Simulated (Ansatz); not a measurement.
SiGe:
```yaml
crystal:
  lattice:
    - [3.90426, 0.00000, 0.00000]
    - [-1.95213, 3.38119, 0.00000]
    - [0.00000, 0.00000, 6.45402]
  atoms:
    - { symbol: Si, position: [0.66667, 0.33333, 0.87448] }
    - { symbol: Si, position: [0.33333, 0.66667, 0.37448] }
    - { symbol: Ge, position: [0.66667, 0.33333, 0.50052] }
    - { symbol: Ge, position: [0.33333, 0.66667, 0.00052] }
```

Relaxed with r²SCAN.

Problem. Give the Bader charges and basin volumes of the independent atoms, plane-wave PAW r²SCAN (Ansatz code).

Solution. 

```
atom  Bader charge (e)  Bader volume (Å³)
----  ----------------  -----------------
Si1              +0.35               19.2
Ge3              -0.35               23.4
```

Space group P6_3mc (wurtzite). The workflow started from a Materials Project entry (that database holds measured and hypothetical structures alike); the Crystallography Open Database copy checked does not list it. Whether it is the stable phase at ambient conditions was not checked. The r²SCAN relaxation kept the symmetry of its start; whether a distortion lowers the energy is not shown.

Potentials: the later of the program's two PAW sets.
